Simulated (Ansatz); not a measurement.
The cell below belongs to a search over invented structures; it isn't taken from experiment.

Input and command of a plane-wave DFT calculation in Ansatz:

```yaml
crystal:
  lattice:
    - [3.9014193189, 0.0, 0.0]
    - [0.0487811529, 4.7778266446, 0.0]
    - [0.1473684406, 0.0405542145, 6.9321928818]
  atoms:
    - { symbol: Cs, position: [0.4933761723, 0.4247762084, 0.4118671185] }
    - { symbol: Cs, position: [0.9914280595, 0.9223128841, 0.586754325] }
    - { symbol: Be, position: [0.7549703997, 0.4105004084, 0.9834465826] }
    - { symbol: Be, position: [0.2620362624, 0.1668143306, 0.9991938264] }
    - { symbol: Be, position: [0.7529026598, 0.9132796995, 0.0205091267] }
    - { symbol: Be, position: [0.2452864464, 0.662316469, 0.998229021] }
basis:
  ecutwfc: 420
kpoints:
  mp_grid: { grid: [4, 4, 4] }
hamiltonian:
  xc: pbe
scf:
  occupations: { method: gaussian, width: 0.1 }
  lower_state_search: "off"
output:
  forces: true
  stress: true
  eigenvalues: true
relax:
  adjacent_minimum: "off"
  f_tol: 0.04
  max_steps: 70
  cell: { stress_tol: 0.4 }
```

```bash
ansatz run input.yaml --threads 1 --pin off --max-ram 2048MiB --backend cpu --events-out ev --progress --plain --runs-dir out
```

Processor: Arm Neoverse V2, 1 thread, on a host shared with other jobs.

Task: How long does it run, and how much memory does it take?

Result: About 2.7 min, peak memory 0.42 GiB. It solves 19 bands at 36 k points (after reduction by symmetry) with about 3663 plane waves (on the last cell), in 103 SCF iterations over 16 ionic steps.
